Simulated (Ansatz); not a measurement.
The elements of this relaxed trial crystal are hidden behind letters.

```
lattice vectors (Å)
   5.1841    0.0000    0.0000
  -2.5920    4.4896    0.0000
   0.0000    0.0000    7.5973
fractional positions
X 0.3333 0.6667 0.0000
X 0.6667 0.3333 0.0000
X 0.0000 0.0000 0.8137
X 0.0000 0.0000 0.1863
Z 0.0000 0.0000 0.5000
```

The calculation used DFT PBE, scalar-relativistic, plane waves, PAW in Ansatz. Plane waves to 420 eV, a 12×12×6 mesh through Γ for the 5-atom cell and 0.10 eV Gaussian smearing; no spin polarisation.

```
Space group                                : P6/mmm (No. 191)
Conventional cell                          : a = 5.184 Å, c = 7.597 Å
Volume per atom                            : 35.36 Å³
Density                                    : 1.65 g/cm³
Formation energy                           : +0.11 eV/atom
Gap on the 12×12×6 mesh of the 5-atom cell : 0 eV (a metal)
```

Energies are uncorrected and count from the elements' standard states at the same level.

Problem. X is an s-block element of period 3 and Z is a p-block element of period 4. Which elements are they?

Solution. X = Mg, Z = Se, so the formula is Mg4Se. Density times volume gives a mean mass of 1.65 × 35.36/1.6605 = 35.1 u per atom, and this set has 35.2 u. Among the elements that the hints allow, noble gases aside, only these give it. Around Mg on a site of symmetry -6m2 lie 3 Mg at 2.99 Å and 6 Mg at 3.31 Å; Mg on a site of symmetry 6mm has 1 Se at 2.38 Å, 1 Mg at 2.83 Å and 6 Mg at 3.31 Å; Se has 2 Mg at 2.38 Å.

Symmetry constrained the relaxation, so the result can be a saddle point. Another cell of Mg4Se relaxed alike, in P-3m1, lies 0.42 eV/atom lower, so this cell isn't the stable form at this level.
